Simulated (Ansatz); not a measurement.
MnSe:
```cif
data_Mn2Se2
_chemical_formula_sum 'Mn2 Se2'
_space_group_name_H-M_alt 'P 1'
_space_group_IT_number 1
_cell_length_a 4.06958
_cell_length_b 4.06958
_cell_length_c 5.54837
_cell_angle_alpha 90.000
_cell_angle_beta 90.000
_cell_angle_gamma 90.000
loop_
_space_group_symop_operation_xyz
  'x, y, z'
loop_
_atom_site_label
_atom_site_type_symbol
_atom_site_fract_x
_atom_site_fract_y
_atom_site_fract_z
_atom_site_occupancy
Mn1 Mn 0.00000 0.00000 0.00000 1
Se1 Se 0.00000 0.50000 0.25000 1
Mn2 Mn 0.50000 0.50000 0.50000 1
Se2 Se 0.50000 0.00000 0.75000 1
```
Starting moments (μB, in the order of the atoms Mn Se Mn Se): 4.2 0.0 -4.2 0.0.

Relaxed with PBEsol.

Problem. Give the optical modes at the zone centre with their infrared activity from DFPT, plane-wave PAW PBEsol (Ansatz code).

Solution. Transverse frequencies, without the LO–TO term; a row sums one degenerate level.

```
ω (cm⁻¹)  degeneracy  IR ((D/Å)²/amu)     activity
--------  ----------  ---------------  -----------
42                 2             0.00  IR-inactive
177                1             0.00  IR-inactive
189                1             0.00  IR-inactive
226                2            10.98           IR
226                2             0.00  IR-inactive
229                1             3.80           IR
```

Problem. How high does the top mode go among those that the LO–TO term moves?

Solution. 253 cm⁻¹ for q along x, 253 cm⁻¹ for q along y, 247 cm⁻¹ for q along z.

Space group I-4m2. The workflow started from an entry of the Crystallography Open Database (COD); the relaxed space group is not among those it files for this formula. COD files the formula under space group No. 186, 216, 225, so this cell is another polymorph or a model. Whether it is the stable phase at ambient conditions was not checked. The PBEsol relaxation kept the symmetry of its start, as lowered by the spin order; of distortions, only those at the zone centre were tested. Magnetic state: antiferromagnetic, chosen from 3 collinear starts compared on coarse meshes (ties went to the first, and starts can fall back to one state), not a proven ground state. No Hubbard U is applied.

Potentials: the later of the program's two PAW sets.
